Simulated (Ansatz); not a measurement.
This is a relaxation of cell and atoms with Ansatz on In3GaP4 as one 8-atom ordering (R3m) on the zincblende lattice; the level of theory is r2SCAN. The starting cell comes from a relaxation with PBE.

```yaml
crystal:
  lattice:
    - [2.0674101456, 1.1936198041, 13.5327069157]
    - [-2.0674101456, 1.1936198041, 13.5327069157]
    - [0.0, -2.3872396082, 13.5327069157]
  atoms:
    - { symbol: Ga, position: [1.0002704698, 0.0002704698, 0.0002704698] }
    - { symbol: In, position: [0.2523793363, 0.2523793363, 0.2523793363] }
    - { symbol: In, position: [0.5000668843, 0.5000668843, 0.5000668843] }
    - { symbol: In, position: [0.7477988032, 0.7477988032, 0.7477988032] }
    - { symbol: P, position: [0.3160059389, 0.3160059389, 0.3160059389] }
    - { symbol: P, position: [0.5633800567, 0.5633800567, 0.5633800567] }
    - { symbol: P, position: [0.8111133373, 0.8111133373, 0.8111133373] }
    - { symbol: P, position: [0.0589851736, 0.0589851736, 0.0589851736] }
kpoints:
  mp_grid: { grid: [6, 6, 6] }
hamiltonian:
  xc: r2scan
scf:
  occupations: { method: fermi_dirac, width: 0.02 }
relax:
  f_tol: 0.005
  cell: {}
```

The trajectory has 5 recorded frames, each with positions in Å and forces in eV/Å. Some frames, the last among them, repeat a geometry solved again on a basis re-selected at its cell; pressure is positive in compression.

Step 1: energy 0.0 meV/atom from step 1, largest force component 0.068 eV/Å, pressure -1.81 GPa
```xyz
8
Lattice="2.0674 1.1936 13.5327 -2.0674 1.1936 13.5327 0.0000 -2.3872 13.5327" Properties=species:S:1:pos:R:3:forces:R:3 pbc="T T T"
Ga    2.0674    1.1936   13.5437    0.0000    0.0000    0.0681
In    0.0000    0.0000   10.2461    0.0000    0.0000   -0.0134
In    0.0000    0.0000   20.3018    0.0000    0.0000   -0.0083
In    0.0000    0.0000   30.3592    0.0000    0.0000   -0.0165
P     0.0000    0.0000   12.8292    0.0000    0.0000   -0.0138
P     0.0000    0.0000   22.8722    0.0000    0.0000    0.0098
P     0.0000    0.0000   32.9297    0.0000    0.0000    0.0076
P     0.0000    0.0000    2.3947    0.0000    0.0000   -0.0335
```

Step 2: energy -3.5 meV/atom from step 1, largest force component 0.130 eV/Å, pressure +0.50 GPa
```xyz
8
Lattice="2.0448 1.1806 13.3795 -2.0448 1.1806 13.3795 0.0000 -2.3612 13.3795" Properties=species:S:1:pos:R:3:forces:R:3 pbc="T T T"
Ga    2.0448    1.1806   13.3910    0.0000    0.0000    0.0167
In    0.0000    0.0000   10.1257    0.0000    0.0000    0.0001
In    0.0000    0.0000   20.0720    0.0000    0.0000    0.0025
In    0.0000    0.0000   30.0195    0.0000    0.0000    0.0019
P     0.0000    0.0000   12.6761    0.0000    0.0000    0.1130
P     0.0000    0.0000   22.6109    0.0000    0.0000   -0.0038
P     0.0000    0.0000   32.5583    0.0000    0.0000   -0.0002
P     0.0000    0.0000    2.3760    0.0000    0.0000   -0.1302
```

Step 3: energy -3.9 meV/atom from step 1, largest force component 0.044 eV/Å, pressure -0.01 GPa
```xyz
8
Lattice="2.0487 1.1828 13.4154 -2.0487 1.1828 13.4154 0.0000 -2.3656 13.4154" Properties=species:S:1:pos:R:3:forces:R:3 pbc="T T T"
Ga    2.0487    1.1828   13.4236    0.0000    0.0000    0.0343
In    0.0000    0.0000   10.1647    0.0000    0.0000   -0.0158
In    0.0000    0.0000   20.1273    0.0000    0.0000   -0.0055
In    0.0000    0.0000   30.0913    0.0000    0.0000    0.0058
P     0.0000    0.0000   12.7261    0.0000    0.0000   -0.0435
P     0.0000    0.0000   22.6760    0.0000    0.0000    0.0039
P     0.0000    0.0000   32.6402    0.0000    0.0000    0.0039
P     0.0000    0.0000    2.3660    0.0000    0.0000    0.0169
```

Step 4: energy -3.9 meV/atom from step 1, largest force component 0.005 eV/Å, pressure -0.01 GPa
```xyz
8
Lattice="2.0490 1.1830 13.4160 -2.0490 1.1830 13.4160 0.0000 -2.3659 13.4160" Properties=species:S:1:pos:R:3:forces:R:3 pbc="T T T"
Ga    2.0490    1.1830   13.4279    0.0000    0.0000    0.0007
In    0.0000    0.0000   10.1601    0.0000    0.0000    0.0050
In    0.0000    0.0000   20.1271    0.0000    0.0000    0.0016
In    0.0000    0.0000   30.0960    0.0000    0.0000   -0.0005
P     0.0000    0.0000   12.7219    0.0000    0.0000   -0.0009
P     0.0000    0.0000   22.6748    0.0000    0.0000    0.0002
P     0.0000    0.0000   32.6437    0.0000    0.0000   -0.0023
P     0.0000    0.0000    2.3707    0.0000    0.0000   -0.0036
```

Step 5: energy -3.9 meV/atom from step 1, largest force component 0.005 eV/Å, pressure -0.02 GPa
```xyz
8
Lattice="2.0490 1.1830 13.4160 -2.0490 1.1830 13.4160 0.0000 -2.3659 13.4160" Properties=species:S:1:pos:R:3:forces:R:3 pbc="T T T"
Ga    2.0490    1.1830   13.4279    0.0000    0.0000    0.0006
In    0.0000    0.0000   10.1601    0.0000    0.0000    0.0049
In    0.0000    0.0000   20.1271    0.0000    0.0000    0.0016
In    0.0000    0.0000   30.0960    0.0000    0.0000   -0.0004
P     0.0000    0.0000   12.7219    0.0000    0.0000   -0.0009
P     0.0000    0.0000   22.6748    0.0000    0.0000    0.0002
P     0.0000    0.0000   32.6437    0.0000    0.0000   -0.0023
P     0.0000    0.0000    2.3707    0.0000    0.0000   -0.0036
```

In 4 steps the volume changed by -2.6 %; between the first SCF and the last, each on a basis chosen for its cell, the energy fell by 3.9 meV an atom. At the end: it is trigonal, R3m (No. 160); conventional cell a = 4.098 Å, c = 40.248 Å, 24.39 Å³ an atom. Ga is surrounded by 4 P at 2.36–2.47 Å; In is surrounded by 4 P at 2.53–2.56 Å; In is surrounded by 4 P at 2.53–2.55 Å; P is surrounded by 3 Ga at 2.47 Å and 1 In at 2.56 Å; P is surrounded by 4 In at 2.53–2.55 Å; P is surrounded by 1 Ga at 2.36 Å and 3 In at 2.53 Å.

Command: `ansatz run input.yaml --threads 4 --pin off --max-ram 6451MiB --backend cpu --events-out ev --progress --plain --runs-dir out`. Wall time 28 s on 4 threads of Intel(R) Xeon(R) 6975P-C (Granite Rapids), on a shared host; peak host memory 1.1 GiB.

No spin polarisation. The prototype was imposed, so other structures may be more stable.
